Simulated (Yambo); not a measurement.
A G0W0@PBEsol run in Yambo for GaN (wurtzite, space group P6_3mc, No. 186) under isotropic strain of -0.7 % on all lattice vectors (6×6×4 Γ-centred k mesh, 93 bands and a 8 Ry block in the screening, 93 bands in G with the Bruneval-Gonze terminator, plasmon pole fitted at 27.2 eV) gives these matrix elements, in eV, at the band edges (Γ → Γ):

```csv
state,E0,<Vxc>,<Σx>,<Σc(E0)>,Z
valence edge,0.000,-18.322,-21.334,2.833,0.799
conduction edge,2.051,-14.074,-10.074,-3.505,0.822
```

Task: Solve the linearised quasiparticle equation for both states, give the gap, and say how exchange and correlation each act on it.

Result: E = E0 + Z(Σx + Σc − Vxc). Valence: 0.000 + 0.799 × (-21.334 + (2.833) − (-18.322)) = -0.14 eV. Conduction: 2.051 + 0.822 × (-10.074 + (-3.505) − (-14.074)) = 2.46 eV. The gap is 2.60 eV, against 2.05 eV in PBEsol. Replacing Vxc by bare exchange alone would open it by 7.01 eV; correlation takes back 6.34 eV of that, and Z scales what is left. Convergence of the G0W0 settings was not tested. Spin-orbit splittings are left out.

The standard potential for Ga keeps a d shell in the valence without the s and p states of that shell. In tests on such compounds this moved G0W0 gaps by up to about 0.9 eV, so absolute quasiparticle energies here are unreliable; differences between settings are what counts.

Geometry strained from the cell relaxed with PBEsol, atoms relaxed again; primitive cell a = b = 3.162 Å, c = 5.150 Å, α = β = 90.00°, γ = 120.00°.
